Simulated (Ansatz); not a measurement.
A relaxation computed with Ansatz, from input to last step.

```yaml
crystal:
  lattice:
    - [-2.1285478683, 2.1285478683, 5.019204389]
    - [2.1285478683, -2.1285478683, 5.019204389]
    - [2.1285478683, 2.1285478683, -5.019204389]
  atoms:
    - { symbol: Ca, position: [0.0, 0.0, 0.0] }
    - { symbol: Ge, position: [0.3761096981, 0.3761096981, 0.0] }
    - { symbol: Ge, position: [0.6238903019, 0.6238903019, 0.0] }
    - { symbol: Pd, position: [0.75, 0.25, 0.5] }
    - { symbol: Pd, position: [0.25, 0.75, 0.5] }
basis:
  ecutwfc: 500
kpoints:
  mp_grid: { grid: [12, 12, 12] }
hamiltonian:
  xc: r2scan
scf:
  occupations: { method: gaussian, width: 0.1 }
output:
  forces: true
  stress: true
  eigenvalues: true
relax:
  adjacent_minimum: "off"
  f_tol: 0.01
  max_steps: 30
  cell: { stress_tol: 0.1, fix: [volume] }
```

```bash
ansatz run input.yaml --threads 2 --pin off --max-ram 5120MiB --backend cpu --events-out ev --progress --plain --runs-dir out
```

Method: Ansatz, DFT r2SCAN, scalar-relativistic, plane waves, PAW.

The volume is held at 0.97 times that of the relaxed cell.

Of 4 frames 3 are shown, positions in Å and forces in eV/Å; the SCF threshold varies from step to step. Steps run on the plane waves of an earlier cell, with a Pulay correction in the pressure. The basis is chosen afresh for the last frame, the zero of the energies, and at times for earlier ones too; energy and pressure can step there, also at an unchanged geometry. Where two frames share a geometry here, they differ by under 2 meV/atom and 0.3 GPa.

```xyz
5
Lattice="-2.1285 2.1285 5.0192 2.1285 -2.1285 5.0192 2.1285 2.1285 -5.0192" Properties=species:S:1:pos:R:3:forces:R:3 pbc="T T T" step=1 free_energy_over_end_meV_per_atom=0.61 pressure_GPa=3.48
Ca    0.0000    0.0000    0.0000    0.0000    0.0000    0.0000
Ge    0.0000    0.0000    3.7755    0.0000    0.0000    0.1937
Ge    0.0000    0.0000    6.2629    0.0000    0.0000   -0.1937
Pd    0.0000    2.1285    2.5096    0.0000    0.0000    0.0000
Pd    2.1285    0.0000    2.5096    0.0000    0.0000    0.0000
5
Lattice="-2.1264 2.1264 5.0292 2.1264 -2.1264 5.0292 2.1264 2.1264 -5.0292" Properties=species:S:1:pos:R:3:forces:R:3 pbc="T T T" step=2 free_energy_over_end_meV_per_atom=0.10 pressure_GPa=3.26
Ca    0.0000    0.0000    0.0000    0.0000    0.0000    0.0000
Ge    0.0000    0.0000    3.7932    0.0000    0.0000    0.0623
Ge    0.0000    0.0000    6.2651    0.0000    0.0000   -0.0623
Pd    0.0000    2.1264    2.5146    0.0000    0.0000    0.0000
Pd    2.1264    0.0000    2.5146    0.0000    0.0000    0.0000
5
Lattice="-2.1236 2.1236 5.0425 2.1236 -2.1236 5.0425 2.1236 2.1236 -5.0425" Properties=species:S:1:pos:R:3:forces:R:3 pbc="T T T" step=4 free_energy_over_end_meV_per_atom=0.00 pressure_GPa=3.13
Ca    0.0000    0.0000    0.0000    0.0000    0.0000    0.0000
Ge    0.0000    0.0000    3.8097    0.0000    0.0000   -0.0035
Ge    0.0000    0.0000    6.2753    0.0000    0.0000    0.0035
Pd    0.0000    2.1236    2.5212    0.0000    0.0000    0.0000
Pd    2.1236    0.0000    2.5212    0.0000    0.0000    0.0000
```

The run took 5 min on 2 threads of AMD EPYC (Zen 3), with other jobs on the host, peak memory 1.2 GiB.